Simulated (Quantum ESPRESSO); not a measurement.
**Band energies of V$_{2}$Cd$_{2}$O$_{7}$**

```xyz
11
Lattice="3.5316 -4.5323 0.0000 3.5316 4.5323 0.0000 -1.1341 0.0000 4.8765" Properties=species:S:1:pos:R:3 pbc="T T T"
O      5.0667    -1.4104     1.3656
O      0.8623     1.4104     3.5110
O      0.8623    -1.4104     3.5110
O      5.0667     1.4104     1.3656
O      0.0000     0.0000     0.0000
O      3.3725     0.0000     3.8427
O      2.5565     0.0000     1.0338
V      0.5731     0.0000     4.4288
V      5.3559     0.0000     0.4477
Cd     2.9645     1.7601     2.4383
Cd     2.9645    -1.7601     2.4383
```

norm-conserving PBEsol (Quantum ESPRESSO, 102 Ry, without SOC); path ΓYFHZIF1,H1Y1XΓN,MΓ; energies in eV from the valence-band maximum.

```csv
k (1/Å),point,band 50,band 51,band 52,band 53,band 54,band 55,band 56,band 57
0.00,Γ,-0.87,-0.70,-0.53,-0.45,-0.16,2.89,3.01,3.26
0.22,,-0.84,-0.56,-0.51,-0.48,-0.26,2.63,3.01,3.56
0.45,,-0.82,-0.66,-0.51,-0.39,-0.33,2.45,3.02,3.70
0.90,Y,-1.07,-0.77,-0.50,-0.39,-0.19,2.91,3.15,3.74
0.90,F,-1.09,-0.67,-0.42,-0.38,-0.20,2.94,3.15,3.85
1.27,,-0.75,-0.59,-0.53,-0.40,-0.13,2.68,2.86,3.66
1.45,,-0.79,-0.72,-0.46,-0.41,-0.20,2.71,2.72,3.63
1.82,,-0.95,-0.91,-0.56,-0.39,-0.23,2.91,2.98,3.67
2.01,H,-0.99,-0.93,-0.65,-0.34,-0.19,2.87,3.08,3.70
2.40,,-1.02,-0.75,-0.42,-0.39,-0.03,2.72,3.12,3.66
2.60,Z,-0.95,-0.59,-0.57,-0.35,0.00,2.73,3.10,3.60
2.94,,-0.99,-0.69,-0.45,-0.28,-0.14,2.76,3.13,3.73
3.12,,-0.97,-0.75,-0.42,-0.28,-0.22,2.88,3.15,3.81
3.29,I,-1.09,-0.67,-0.41,-0.38,-0.20,2.95,3.15,3.84
3.29,F1,-1.09,-0.67,-0.42,-0.38,-0.20,2.94,3.15,3.85
4.40,H1,-0.99,-0.93,-0.65,-0.34,-0.19,2.87,3.08,3.70
4.40,Y1,-1.07,-0.77,-0.50,-0.39,-0.19,2.91,3.15,3.74
4.59,,-1.02,-0.88,-0.43,-0.42,-0.20,2.94,3.00,3.72
4.78,,-1.11,-0.64,-0.50,-0.41,-0.18,2.67,2.94,3.65
4.97,X,-0.96,-0.94,-0.41,-0.38,-0.15,2.54,2.89,3.62
5.14,,-0.95,-0.80,-0.44,-0.35,-0.18,2.58,2.92,3.52
5.31,,-0.92,-0.88,-0.52,-0.25,-0.21,2.67,3.03,3.31
5.66,Γ,-0.87,-0.70,-0.53,-0.45,-0.16,2.89,3.01,3.26
5.82,,-0.85,-0.70,-0.50,-0.44,-0.19,2.76,3.02,3.39
6.13,,-0.82,-0.57,-0.54,-0.38,-0.31,2.56,3.07,3.75
6.29,,-0.79,-0.64,-0.53,-0.40,-0.31,2.58,3.10,3.72
6.44,N,-0.87,-0.66,-0.56,-0.38,-0.31,2.59,3.10,3.75
6.44,M,-0.76,-0.70,-0.58,-0.55,-0.14,2.63,2.97,3.38
6.63,,-0.78,-0.72,-0.57,-0.43,-0.19,2.66,3.02,3.37
7.02,Γ,-0.87,-0.70,-0.53,-0.45,-0.16,2.89,3.01,3.26
```

The PBEsol gap is 2.44 eV; at least one edge lies off the plotted path, at a point of the SCF mesh. The smallest direct gap is 2.65 eV.

Spin-orbit splittings are left out. The 3d shell has no Hubbard U; the runs are without spin polarisation, and magnetic order was not tried.

Geometry of the Materials Project entry, not relaxed at this level.

The structure is a Materials Project entry; no match was found in the copy of COD used, and its stability was not checked.
